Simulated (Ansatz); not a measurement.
Consider the following.

Cu₃PdN:
```cif
data_Cu3NPd
_chemical_formula_sum 'Cu3 Pd1 N1'
_space_group_name_H-M_alt 'P 1'
_space_group_IT_number 1
_cell_length_a 3.77751
_cell_length_b 3.77751
_cell_length_c 3.77751
_cell_angle_alpha 90.000
_cell_angle_beta 90.000
_cell_angle_gamma 90.000
loop_
_space_group_symop_operation_xyz
  'x, y, z'
loop_
_atom_site_label
_atom_site_type_symbol
_atom_site_fract_x
_atom_site_fract_y
_atom_site_fract_z
_atom_site_occupancy
Cu1 Cu 0.50000 0.00000 0.00000 1
Cu2 Cu 0.00000 0.50000 0.00000 1
Cu3 Cu 0.00000 0.00000 0.50000 1
Pd1 Pd 0.50000 0.50000 0.50000 1
N1 N 0.00000 0.00000 0.00000 1
```

This is the LDA-relaxed structure.

Task: All from LDA (plane waves, PAW; program Ansatz), unless another level is named. Predict the electronic character.

Result: no gap, with almost no states at the Fermi level (zero-gap or semimetallic).

Task: And the formation energy from the elements (no fitted shifts)?

Result: 0.009 eV/atom.

Space group Pm-3m (anti-perovskite). The first step of the workflow began from a Materials Project structure, measured or hypothetical; the Crystallography Open Database copy checked does not list it. Its standing as an ambient phase is unchecked. The LDA relaxation kept the symmetry of its start; its stability against distortions is not shown here. The run is not spin-polarised. A small band overlap can be real or an error of a semilocal functional. The references are the lowest solids computed at this level, not always the standard phases (solids in place of the gases). Spin–orbit coupling is left out wherever it is not named.

Potentials: the later of the program's two PAW sets.
